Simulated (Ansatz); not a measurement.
Independent-particle absorption of ZnSe (F-43m, a = 5.666 Å, b = 5.666 Å, c = 5.666 Å, α = 90.00°, β = 90.00°, γ = 90.00°), no local fields or excitons, 0.1 eV broadening. Computed with DFT r2SCAN, scalar-relativistic, plane waves, PAW (Ansatz 0.2.0).

Settings: cutoff 500 eV, Γ-centred mesh 8×8×8 on the computed 2-atom cell, Gaussian smearing of 0.02 eV; no spin polarisation. The spectrum is summed on a 12×12×12 mesh.

```yaml
crystal:
  lattice:
    - [0.00000, 2.83295, 2.83295]
    - [2.83295, 0.00000, 2.83295]
    - [2.83295, 2.83295, 0.00000]
  atoms:
    - { symbol: Zn, position: [0.00000, 0.00000, 0.00000] }
    - { symbol: Se, position: [0.25000, 0.25000, 0.25000] }
```

photon energy (eV), ε2,xx and a bar:
```
      0.0       0.00
      0.4       0.00
      0.8       0.00
      1.2       0.00
      1.6       0.00
      2.0       0.52 #
      2.4       0.98 ##
      2.8       1.28 ###
      3.2       1.66 ###
      3.6       2.46 #####
      4.0       7.10 ##############
      4.4       6.39 #############
      4.8       5.72 ############
      5.2       5.65 ###########
      5.6      10.07 ####################
      6.0      14.75 ##############################
      6.4       9.06 ##################
      6.8       6.28 #############
      7.2       6.20 #############
      7.6       7.76 ################
      8.0       6.81 ##############
      8.4       5.13 ##########
      8.8       4.00 ########
      9.2       3.27 #######
      9.6       2.48 #####
     10.0       2.09 ####
     10.4       2.37 #####
     10.8       2.20 ####
     11.2       1.77 ####
     11.6       1.31 ###
     12.0       1.35 ###
     12.4       1.28 ###
     12.8       1.13 ##
     13.2       0.89 ##
     13.6       0.93 ##
     14.0       0.85 ##
```

The strongest peak lies near 5.8 eV. ε∞ (xx, yy, zz) = 6.6, 6.6, 6.6.

Cost: 1 run of about 0.74 core-minutes, on Intel Xeon 6975P-C (Granite Rapids) (shared hosts).